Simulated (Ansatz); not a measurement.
Relaxation of a relaxed Rh cell displaced along its unstable phonon at q = (½, 0, 0) of its primitive reciprocal cell (161i cm⁻¹), largest move 0.15 Å; 2 atoms in the cell, which starts as Cmcm (No. 63), oS4; a = 3.0290 Å, b = c = 4.2836 Å, α = β = γ = 90.00°. The numbers are results of PBEsol (plane waves to 420 eV, PAW, scalar-relativistic; Ansatz, an electronic-structure program), not measurements. Γ-centred k-mesh 15×15×15 on the run's cell (coarser than for final values), Fermi–Dirac smearing 0.05 eV. This is the first round of the run. 

The optimiser's lines from the output (shortened; P is positive under compression):

```
relax step   1: F+E_penalty+E_count = -12676.92324552 eV  Δ(F+E_penalty+E_count) = +0.000e0 eV  max|allowed force component| = 7.754e-1 eV/Å  Δτ_max = 0.0000 Å  P = -1.512 GPa  Ω = 27.790 Å³  (6 SCF iters, dr2 threshold 1.00e-7 eV, accepted)
relax step   2: F+E_penalty+E_count = -12677.18799504 eV  Δ(F+E_penalty+E_count) = -2.647e-1 eV  max|allowed force component| = 3.255e-1 eV/Å  Δτ_max = 0.1953 Å  P = +0.411 GPa  Ω = 27.494 Å³  (6 SCF iters, dr2 threshold 2.00e-7 eV, accepted)
relax step   3: F+E_penalty+E_count = -12677.34987056 eV  Δ(F+E_penalty+E_count) = -1.619e-1 eV  max|allowed force component| = 1.174e-1 eV/Å  Δτ_max = 0.0062 Å  P = +1.108 GPa  Ω = 27.142 Å³  (6 SCF iters, dr2 threshold 2.00e-7 eV, accepted)
relax step   4: F+E_penalty+E_count = -12677.42085423 eV  Δ(F+E_penalty+E_count) = -7.098e-2 eV  max|allowed force component| = 5.584e-3 eV/Å  Δτ_max = 0.0063 Å  P = +2.813 GPa  Ω = 26.845 Å³  (6 SCF iters, dr2 threshold 2.00e-7 eV, accepted)
relax step   5: F+E_penalty+E_count = -12677.42364483 eV  Δ(F+E_penalty+E_count) = -2.791e-3 eV  max|allowed force component| = 2.042e-3 eV/Å  Δτ_max = 0.0013 Å  P = -0.430 GPa  Ω = 27.135 Å³  (6 SCF iters, dr2 threshold 2.00e-7 eV, accepted)
relax step   6: F+E_penalty+E_count = -12677.42373351 eV  Δ(F+E_penalty+E_count) = -8.867e-5 eV  max|allowed force component| = 3.422e-4 eV/Å  Δτ_max = 0.0003 Å  P = +0.032 GPa  Ω = 27.093 Å³  (6 SCF iters, dr2 threshold 2.00e-7 eV, accepted)
relax step   7: F+E_penalty+E_count = -12677.42373367 eV  Δ(F+E_penalty+E_count) = -1.626e-7 eV  max|allowed force component| = 7.073e-5 eV/Å  Δτ_max = 0.0000 Å  P = +0.003 GPa  Ω = 27.095 Å³  (6 SCF iters, dr2 threshold 1.89e-8 eV, accepted)
relax step   8: F+E_penalty+E_count = -12677.42481808 eV  Δ(F+E_penalty+E_count) = -1.084e-3 eV  max|allowed force component| = 2.027e-4 eV/Å  Δτ_max = 0.0000 Å  P = +0.127 GPa  Ω = 27.095 Å³  stress off target by 3.47e-1 GPa  SCF on the basis re-selected at this cell (its energy is not comparable with the rows above)  (6 SCF iters)
relax step   9: F+E_penalty+E_count = -12677.42483629 eV  Δ(F+E_penalty+E_count) = -1.821e-5 eV  max|allowed force component| = 1.098e-5 eV/Å  Δτ_max = 0.0002 Å  P = +0.002 GPa  Ω = 27.107 Å³  (6 SCF iters, dr2 threshold 2.00e-7 eV, accepted)
relax step  10: F+E_penalty+E_count = -12677.42484330 eV  Δ(F+E_penalty+E_count) = -7.004e-6 eV  max|allowed force component| = 1.223e-5 eV/Å  Δτ_max = 0.0000 Å  P = +0.002 GPa  Ω = 27.107 Å³  stress off target by 8.26e-3 GPa  SCF on the basis re-selected at this cell (its energy is not comparable with the rows above)  (8 SCF iters)
```

From the first to the last row the energy changes by -0.25 eV/atom and the volume by -2.5 %. The last row is marked as not comparable with the walk above it, whose basis was carried along; it does compare with step 1, since both stand on a basis selected at the nominal cutoff for their own cell.

Later rounds, restarted from the end of this one on a renewed k-mesh, logged 4 more steps and released under 0.01 eV/atom more. The final structure after all rounds: P6₃/mmc (No. 194), hP2, hcp (Mg type); a = 2.687 Å, b = 2.687 Å, c = 4.334 Å, α = 90.00°, β = 90.00°, γ = 120.00°. Between re-selections the logged energies stand on a plane-wave basis carried along with the cell. No spin polarisation in the result.

The run could not lose the symmetry of its start, so the end can be a saddle point.

The relaxed structure here is a generated cell of Rh: the first start was made by placing the elements on the sites of a structure type, and the end was not matched to a known phase here, so it may be hypothetical. Known forms of Rh include space group No. 225.
